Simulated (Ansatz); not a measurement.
One starting cell of PbS (a generated cell, PbS built in the AFLOW prototype AB_oI4_44_a_b (as in GaAs)) was relaxed twice with Ansatz (plane waves, PAW, scalar-relativistic): with r2SCAN at 500 eV and with PBE at 420 eV. The r2SCAN result:

```xyz
2
Lattice="0.0000 2.9874 2.9874 2.9874 0.0000 2.9874 2.9874 2.9874 0.0000" Properties=species:S:1:pos:R:3 pbc="T T T"
S      0.0000     0.0000     0.0000
Pb     2.9874     2.9874     2.9874
```

```json
[
 {"quantity": "space group", "r2SCAN": "Fm-3m", "PBE": "Fm-3m"},
 {"quantity": "volume (Å³/atom)", "r2SCAN": "26.66", "PBE": "27.12"},
 {"quantity": "a (Å)", "r2SCAN": "5.975", "PBE": "6.009"},
 {"quantity": "gap (eV, no spin-orbit coupling)", "r2SCAN": "0.70", "PBE": "0.50"}
]
```

Both levels end in the same structure; PBE's volume is 1.7 % larger; its gap is 0.20 eV smaller. Neither column is exact.

No spin polarisation in the result. Without spin-orbit coupling the bands of the heavy element are not split, so the gap can be far off.

The run could not lose the symmetry of its start.

Ansatz is an electronic-structure program.
